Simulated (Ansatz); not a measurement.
Total density of states per atom from r²SCAN in the plane-wave PAW code Ansatz, in 0.25 eV bins, energy from the Fermi level:

(E (eV), states/eV/atom): (-7.85, 0.26); (-7.60, 0.39); (-7.35, 0.65); (-7.10, 0.84); (-6.85, 0.67); (-6.60, 0.44); (-6.35, 0.51); (-6.10, 0.92); (-5.85, 0.93); (-5.60, 0.59); (-5.35, 0.48); (-5.10, 0.50); (-4.85, 0.93); (-4.60, 0.80); (-4.35, 0.78); (-4.10, 0.70); (-3.85, 0.82); (-3.60, 0.78); (-3.35, 0.66); (-3.10, 0.65); (-2.85, 0.63); (-2.60, 0.69); (-2.35, 0.76); (-2.10, 0.85); (-1.85, 0.79); (-1.60, 1.29); (-1.35, 1.20); (-1.10, 1.36); (-0.85, 1.02); (-0.60, 0.66); (-0.35, 0.58); (-0.10, 0.65); (0.15, 0.67); (0.40, 0.64); (0.65, 0.51); (0.90, 0.38); (1.15, 0.31); (1.40, 0.26); (1.65, 0.18); (1.90, 0.19); (2.15, 0.38); (2.40, 0.52); (2.65, 0.57); (2.90, 0.69); (3.15, 0.69); (3.40, 0.60); (3.65, 0.49); (3.90, 0.39); (4.15, 0.31); (4.40, 0.12); (4.65, 0.04)

Task: Which compound is it?
A) Ta3N5, Cmcm (Pearson symbol oS32)
B) CoIrN2, R-3m (Co on 3b, Ir on 3a, N on 6c)
C) GaMo3N, anti-perovskite
D) ZrIr2, cubic Laves (MgCu2 type)

Result: B, CoIrN2, R-3m (Co on 3b, Ir on 3a, N on 6c). Within 0.5 eV of the Fermi level: Co 3d 40 %, N 2p 29 %, Ir 5d 26 %. Projections are on Löwdin-orthogonalised atomic valence shells; empty p or d shells of many metals are not among them.

The start of the workflow was typed in or built on a structure type; neither database checked (COD, Materials Project) lists it. Its standing as an ambient phase is unchecked. The cell was relaxed with r²SCAN under the symmetry of its start; whether a distortion lowers the energy is not shown. Spin order of the final state: ferromagnetic, the only order run, not a proven ground state. Its formation energy is positive at this level, so the cell may be metastable or incomplete. Other orbital occupations within this spin state were not tried. No Hubbard U is applied. Scalar-relativistic: spin–orbit coupling is off unless named, which matters more the heavier the elements.

Potentials: the later of the program's two PAW sets.
